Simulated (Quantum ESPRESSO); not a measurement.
## Calculated data, GaSi₆Ge (made-up cell), In₃Si₂P₂S (made-up cell), In₃SiGeP₂S (made-up cell)

Computed with Quantum ESPRESSO 7.5. Calculation on a made-up crystal cell, not a measurement: periodic Kohn-Sham density functional theory in plane waves with PseudoDojo standard norm-conserving scalar-relativistic pseudopotentials, each functional with its own files (v0.5 for PBE, v0.4.1 for LDA and PBEsol), no spin polarisation, no spin-orbit coupling, atoms not relaxed, stress positive in tension, energies less a fixed whole-eV offset for each atom's element; levels are Kohn-Sham levels at fractions of this cell's reciprocal vectors, counted from the reference band (half the neutral cell's valence electrons, rounded up) at Gamma; error bars cover cutoff and k-mesh only, not smearing or the files; added strain carries the atoms with the cell, and shear is the tensor component; each bar is the largest change over components, and at least 0.002 eV, 0.002 eV per angstrom or 0.02 GPa; energies are for the whole cell, and the offsets were chosen from early runs and are not element reference energies.

Common to all runs: lattice type zincblende/diamond; functional pbe; fermi dirac smearing 0.1 eV; scf tolerance 1e-07 eV; electrons removed 0; k mesh 6 x 6 x 6, shifted by half a step.

(1) 
```xyz
8
Lattice="5.4876 -0.0476 0.0656 -0.0476 5.5209 0.0513 0.0656 0.0513 5.5558" Properties=species:S:1:pos:R:3 formula=GaSi6Ge cutoff=1088 free_energy_less_offsets=-1.19 smearing_term_minus_ts=-0.08828 scf_iterations=10 pressure=1.387 stress_xx=-1.609 stress_yy=-1.327 stress_zz=-1.225 stress_yz=-0.8479 stress_xz=2.357 stress_xy=-1.037 fermi_level=-0.928 reference_band=26 error_bar_energy=0.003435 error_bar_stress=0.05655 error_bar_force=0.01929 error_bar_next_band_up=0.002 error_bar_fermi_level=0.002 error_bars_from=tighter_rerun_of_a_related_cell
Si     0.0482     0.0236    -0.0482
Si     0.0936     2.7335     2.7423
Ge     2.8351    -0.0395     2.8501
Si     2.7505     2.6989     0.0604
Ga     1.4446     1.3247     1.3738
Si     1.2769     4.1695     4.3228
Si     4.0910     1.3135     4.2044
Si     4.1808     4.1842     1.4704
```

Units: cutoff, free_energy_less_offsets, smearing_term_minus_ts, fermi_level, error_bar_energy, error_bar_next_band_up, error_bar_fermi_level in eV; pressure, stress_xx, stress_yy, stress_zz, stress_yz, stress_xz, stress_xy, error_bar_stress in GPa; error_bar_force in eV/Å.

Atoms:
```csv
atoms element,atom site,atom energy offset (eV)
Si,1,-115
Si,2,-115
Ge,3,-2430
Si,4,-115
Ga,5,-2080
Si,6,-115
Si,7,-115
Si,8,-115
```

Forces:
```csv
site,x (eV/Å),y (eV/Å),z (eV/Å)
1,-0.8385,0.7195,0.2371
2,-0.6665,0.5323,0.6449
3,-0.767,-0.6942,-0.2899
4,0.646,1.236,-0.4273
5,-0.4286,-0.1922,0.4612
6,1.007,-1.408,-1.065
7,1.239,1.158,0.4893
8,-0.1912,-1.352,-0.05011
```

Levels:
```csv
level k point,next band up (eV)
Gamma,0.09199
"(1/2,1/2,1/2)",0.4557
"(0.15,0,0)",0.1232
"(0,0.15,0)",0.2252
"(0,0,0.15)",0.2276
```

(2) 
```xyz
8
Lattice="5.4876 -0.0476 0.0656 -0.0476 5.5209 0.0513 0.0656 0.0513 5.5558" Properties=species:S:1:pos:R:3 formula=GaSi6Ge cutoff=1088 free_energy_less_offsets=-1.233 smearing_term_minus_ts=-0.08803 scf_iterations=10 pressure=1.387 stress_xx=-1.573 stress_yy=-1.534 stress_zz=-1.055 stress_yz=-0.6173 stress_xz=2.446 stress_xy=-0.8429 fermi_level=-0.8574 reference_band=26 error_bar_energy=0.003435 error_bar_stress=0.05655 error_bar_force=0.01929 error_bar_next_band_up=0.002 error_bar_fermi_level=0.002 error_bars_from=tighter_rerun_of_this_cell
Si     0.0482     0.0236    -0.0482
Si     0.0936     2.7335     2.7423
Si     2.8351    -0.0395     2.8501
Ge     2.7505     2.6989     0.0604
Ga     1.4446     1.3247     1.3738
Si     1.2769     4.1695     4.3228
Si     4.0910     1.3135     4.2044
Si     4.1808     4.1842     1.4704
```

Units: cutoff, free_energy_less_offsets, smearing_term_minus_ts, fermi_level, error_bar_energy, error_bar_next_band_up, error_bar_fermi_level in eV; pressure, stress_xx, stress_yy, stress_zz, stress_yz, stress_xz, stress_xy, error_bar_stress in GPa; error_bar_force in eV/Å.

Atoms:
```csv
atoms element,atom site,atom energy offset (eV)
Si,1,-115
Si,2,-115
Si,3,-115
Ge,4,-2430
Ga,5,-2080
Si,6,-115
Si,7,-115
Si,8,-115
```

Forces:
```csv
site,x (eV/Å),y (eV/Å),z (eV/Å)
1,-0.8421,0.7157,0.2206
2,-0.6688,0.5453,0.6339
3,-0.6543,-0.6272,-0.2244
4,0.7195,1.38,-0.4469
5,-0.5147,-0.7284,1.014
6,1.014,-0.9473,-1.517
7,1.185,0.5347,-0.1305
8,-0.2386,-0.8728,0.4509
```

Levels:
```csv
level k point,next band up (eV)
Gamma,0.1314
"(1/2,1/2,1/2)",0.4161
"(0.15,0,0)",0.1597
"(0,0.15,0)",0.2825
"(0,0,0.15)",0.2459
```

(3) 
```xyz
8
Lattice="5.8382 -0.0065 0.0018 -0.0065 5.7861 -0.0453 0.0018 -0.0453 5.7797" Properties=species:S:1:pos:R:3 formula=In3Si2P2S cutoff=1061 pressure=3.998 stress_xx=-3.778 stress_yy=-4.954 stress_zz=-3.263 stress_yz=-1.832 stress_xz=-0.175 stress_xy=0.5661 error_bar_stress=0.02048 error_bar_force=0.009353 error_bars_from=tighter_rerun_of_a_related_cell
In    -0.0332    -0.0220    -0.0358
In     0.0038     2.8670     2.9254
In     2.9168     0.0200     2.9384
Si     2.9029     2.9162    -0.0925
Si     1.4702     1.4497     1.4351
P      1.4737     4.2518     4.2753
S      4.3868     1.3726     4.3367
P      4.3648     4.3312     1.3544
```

Units: cutoff in eV; pressure, stress_xx, stress_yy, stress_zz, stress_yz, stress_xz, stress_xy, error_bar_stress in GPa; error_bar_force in eV/Å.

Atoms:
```csv
atoms element,atom site
In,1
In,2
In,3
Si,4
Si,5
P,6
S,7
P,8
```

Forces:
```csv
site,x (eV/Å),y (eV/Å),z (eV/Å)
1,1.111,-0.1831,0.5804
2,-0.1067,0.01554,-1.372
3,-0.4939,-0.6996,-1.133
4,-0.5409,0.3431,1.004
5,0.54,0.7111,-1.038
6,0.9977,-0.04534,1.387
7,-0.4288,0.9144,0.6788
8,-1.078,-1.056,-0.1073
```

(4) 
```xyz
8
Lattice="5.8382 -0.0065 0.0018 -0.0065 5.7861 -0.0453 0.0018 -0.0453 5.7797" Properties=species:S:1:pos:R:3 formula=In3SiGeP2S cutoff=1061 pressure=5.558 stress_xx=-5.335 stress_yy=-6.461 stress_zz=-4.877 stress_yz=-1.772 stress_xz=-0.4192 stress_xy=0.6279 error_bar_stress=0.02048 error_bar_force=0.009353 error_bars_from=tighter_rerun_of_this_cell
In    -0.0332    -0.0220    -0.0358
In     0.0038     2.8670     2.9254
In     2.9168     0.0200     2.9384
Ge     2.9029     2.9162    -0.0925
Si     1.4702     1.4497     1.4351
P      1.4737     4.2518     4.2753
S      4.3868     1.3726     4.3367
P      4.3648     4.3312     1.3544
```

Units: cutoff in eV; pressure, stress_xx, stress_yy, stress_zz, stress_yz, stress_xz, stress_xy, error_bar_stress in GPa; error_bar_force in eV/Å.

Atoms:
```csv
atoms element,atom site
In,1
In,2
In,3
Ge,4
Si,5
P,6
S,7
P,8
```

Forces:
```csv
site,x (eV/Å),y (eV/Å),z (eV/Å)
1,1.113,-0.1691,0.6089
2,-0.09712,0.02991,-1.391
3,-0.5039,-0.688,-1.152
4,-0.5397,0.1657,1.097
5,0.2773,0.444,-0.7492
6,0.585,0.3426,0.9709
7,-0.1125,0.5902,0.3725
8,-0.7225,-0.7152,0.243
```
